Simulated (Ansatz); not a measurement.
Suppose Si2C takes space group F-43m (No. 216), with Si on 16e; C on 4a and 4d.

Method: DFT PBE, scalar-relativistic, plane waves, PAW (Ansatz). Cutoff 420 eV, Γ-centred mesh, Gaussian smearing, collinear spin.

Formation energies are uncorrected and refer to the elements' standard structures at the same level.

Q: Which cell and coordinates does it relax to?

A:

Space group F-43m (No. 216). a = 7.518 Å, b = 7.518 Å, c = 7.518 Å, α = 90.00°, β = 90.00°, γ = 90.00°
```json
{"atom": "Si", "site": "16e", "symmetry": ".3m", "x": "0.8909", "y": "0.3909", "z": "0.1091"}
{"atom": "C", "site": "4a", "symmetry": "-43m", "x": "0.0000", "y": "0.0000", "z": "0.0000"}
{"atom": "C", "site": "4d", "symmetry": "-43m", "x": "0.2500", "y": "0.2500", "z": "0.7500"}
```

Around Si lie 1 C at 1.83 Å, 3 Si at 2.32 Å, 3 Si at 3.00 Å and 3 C at 3.16 Å; C on its first site is surrounded by 12 Si at 3.16 Å and 4 C at 3.26 Å (long contacts); C on its second site is surrounded by 4 Si at 1.83 Å and 4 C at 3.26 Å. Another local minimum with the same sites may exist.

Q: And its energy and gap?

A: The formation energy is +1.69 eV/atom, the gap on the 10×10×10 mesh of the 6-atom cell is 0 eV (a metal) and the net moment per atom is 0.03 μB. The moment by site is C 0.3 μB. A positive value: parting into the elements would lower its energy.

The last run used collinear spin and Gaussian smearing of 0.10 eV. The reference form of C is held partly by dispersion forces, which this level lacks. Another magnetic order may lie lower. A structure relaxed within its symmetry needn't be a true minimum. Another cell of Si2C relaxed alike but without spin, in P-3m1, lies 1.08 eV/atom lower, so this cell isn't the stable form at this level. Site moments count only spheres around the atoms; the net moment includes the space between them.
